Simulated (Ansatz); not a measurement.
## How much do the gradients of HfB2 depend on the method?

Cell: a structure deposited in the COD, whose atoms a relaxation with PBE at fixed cell left in place.

```
Hf B
1.0
     3.14000    0.00000    0.00000
    -1.57000    2.71932    0.00000
     0.00000    0.00000    3.48000
Hf B
1 2
Direct
  0.00000 0.00000 0.00000
  0.33333 0.66667 0.50000
  0.66667 0.33333 0.50000
```

Atoms are numbered from 1 in the order listed; like atoms form one site, named after its first atom.

First run. The numbers come from a DFT calculation in Ansatz (PBE, plane waves and PAW, scalar-relativistic, 420 eV cutoff, Γ-centred 17×17×13 k-points, Fermi–Dirac smearing 0.05 eV).

```tsv
site	atom	V_zz (10²¹ V/m²)	η
Hf	1	10.65	0.00
B	2	0.047	0.00
```

Second run. The same atoms and settings, except that the functional is LDA.

Problem. Given the first result, estimate the second.

Solution. 

```json
{"site": "Hf", "atom": "1", "V_zz": "11.05", "η": "0.00", "change of V_zz": "+0.40"}
{"site": "B", "atom": "2", "V_zz": "0.069", "η": "0.00", "change of V_zz": "+0.02"}
```

The largest change of V_zz is on Hf, from 10.65 to 11.05. In per cent, |V_zz| changes by +4 on Hf (all sites that start above 2).

The run finds no gap above 0.1 eV (a metal, or nearly one), so the gradients can move by 10 % or more with the k-mesh. Without spin–orbit coupling the gradients at and beside Hf can be off by some per cent, at some sites by more.
For the second run: At this cell the LDA pressure is -10 GPa, so with LDA the cell would shrink if it were relaxed.
